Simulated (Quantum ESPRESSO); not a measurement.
## TiAl6Re (a guest atom moved from site to site)

A calculation, not a measurement. The program is pw.x of Quantum ESPRESSO 7.5 (plane-wave density functional theory). The cell is made up: eight metal atoms on a hexagonal close-packed lattice, with elements, volume, strain and displacements drawn at random and not relaxed, so it may be unstable or far from any real phase. PseudoDojo standard norm-conserving files set the functional (PBE unless stated); there is no spin polarisation or spin-orbit coupling, the Fermi-Dirac width of 0.25 eV means electrons at about 2900 K, and the masses in the input are unused placeholders. Heavy elements are run without spin-orbit coupling, which real alloys of them have. A spin test at this wide smearing found no moment, but such smearing suppresses magnetism that the real alloy may have.

The runs move one Ti atom among sites that otherwise hold Al. Cell, positions, cutoff, mesh and smearing stay as in the input of run 1; sites are counted in its order. Stress in the tables is positive in tension.

Input of run 1:

```
&control calculation='scf', pseudo_dir='./dojo.nc.sr.pbe.v0_5.standard.upf', outdir='./o', disk_io='minimal', tprnfor=.true., tstress=.true. /
&system ibrav=0, nat=8, ntyp=3, nbnd=33, ecutwfc=84.00895049, nosym=.true., tot_charge=0,
 occupations='smearing', smearing='fd', degauss=0.0183746611
/
&electrons conv_thr=1.470e-08, electron_maxstep=70, mixing_beta=0.5 /
ATOMIC_SPECIES
Al 1.0 Al.upf
Re 1.0 Re.upf
Ti 1.0 Ti.upf
CELL_PARAMETERS angstrom
0.0154 -0.0232 -4.6396
0.0221 5.0474 0.0248
5.6367 0.0255 -0.019
ATOMIC_POSITIONS angstrom
Ti -0.0654 0.0396 -0.1114
Al 2.9402 0.0371 0.0589
Al 1.4883 2.4636 0.162
Al 4.2345 2.7024 -0.0272
Re -0.0851 1.6092 -2.3587
Al 2.9657 1.6137 -2.3444
Al 1.3321 4.1393 -2.3337
Al 4.2946 4.2451 -2.2708
K_POINTS automatic
6 6 5 1 1 1
```

| run | elements on sites 1 to 8 | free energy less that of run 1 (eV) | -TS (eV) | pressure (GPa) | stress xx (GPa) | stress yy (GPa) | stress zz (GPa) | stress yz (GPa) | stress xz (GPa) | stress xy (GPa) | iterations |
| --- | --- | --- | --- | --- | --- | --- | --- | --- | --- | --- | --- |
| 1 | Ti Al Al Al Re Al Al Al | 0.000 | -0.971 | -4.19 | 4.34 | 6.06 | 2.16 | -0.46 | -0.80 | 0.60 | 12 |
| 2 | Al Ti Al Al Re Al Al Al | -0.354 | -1.013 | -5.96 | 7.67 | 6.05 | 4.14 | 0.43 | -0.90 | 1.61 | 12 |
| 3 | Al Al Ti Al Re Al Al Al | 0.002 | -0.997 | -4.25 | 3.39 | 7.37 | 1.99 | -0.22 | -1.26 | 0.36 | 11 |
| 4 | Al Al Al Ti Re Al Al Al | -0.095 | -0.973 | -4.23 | 5.33 | 6.24 | 1.13 | 0.06 | 0.00 | 0.35 | 11 |
| 5 | Al Al Al Al Re Al Ti Al | -0.317 | -0.842 | -5.19 | 3.41 | 7.78 | 4.38 | -0.18 | -0.58 | 0.17 | 11 |
| 6 | Al Al Al Al Re Al Al Ti | -0.345 | -0.853 | -4.44 | 3.03 | 6.88 | 3.42 | 0.33 | -0.83 | 1.67 | 12 |

Forces Fx Fy Fz (eV/Å):

| site | run 1 | run 2 | run 3 | run 4 | run 5 | run 6 |
| --- | --- | --- | --- | --- | --- | --- |
| 1 | 1.00 0.72 0.65 | 1.10 0.65 0.61 | 1.27 0.66 0.63 | 0.52 0.82 0.59 | 0.87 0.85 0.70 | 0.92 0.82 0.75 |
| 2 | -1.21 -0.51 -0.23 | -1.04 0.53 -0.21 | -1.29 -0.40 -0.29 | -0.67 -0.24 -0.27 | -1.08 -0.45 -0.33 | -1.07 -0.39 -0.34 |
| 3 | -0.58 0.11 -0.83 | -0.51 0.44 -0.80 | -1.40 -0.35 -0.84 | -0.76 -0.06 -0.81 | -0.81 -0.06 -0.94 | -0.79 -0.08 -0.81 |
| 4 | 0.45 -1.06 0.15 | 0.49 -0.73 0.20 | 0.70 -0.88 0.15 | 0.98 -1.45 0.26 | 0.75 -1.04 0.15 | 0.72 -0.92 0.21 |
| 5 | 0.81 0.49 0.24 | 0.54 -0.34 -0.10 | 1.13 0.79 -0.06 | 0.66 0.70 0.03 | 1.06 0.59 0.09 | 0.84 0.43 0.10 |
| 6 | -0.71 0.26 0.47 | -0.74 0.19 0.44 | -0.68 0.20 0.51 | -0.81 0.28 0.41 | -0.93 0.11 0.45 | -0.93 0.11 0.46 |
| 7 | 0.53 0.24 0.14 | 0.39 -0.06 0.25 | 0.28 0.26 0.26 | 0.18 0.19 0.24 | 0.53 0.30 0.25 | 0.63 0.17 0.20 |
| 8 | -0.30 -0.25 -0.59 | -0.23 -0.68 -0.39 | -0.01 -0.29 -0.37 | -0.09 -0.25 -0.46 | -0.39 -0.30 -0.37 | -0.31 -0.16 -0.59 |

The sites are displaced and not relaxed, so the energy differences mix bonding between neighbours with strain and are not ordering energies. A rerun of one cell of this series at a higher cutoff and on a denser mesh moved values by no more than 0.004 eV in energy, 0.14 GPa in stress and 0.012 eV/Å in force, and a second program with other atomic files agreed on that cell to 2 % rms in force and 0.5 GPa in pressure.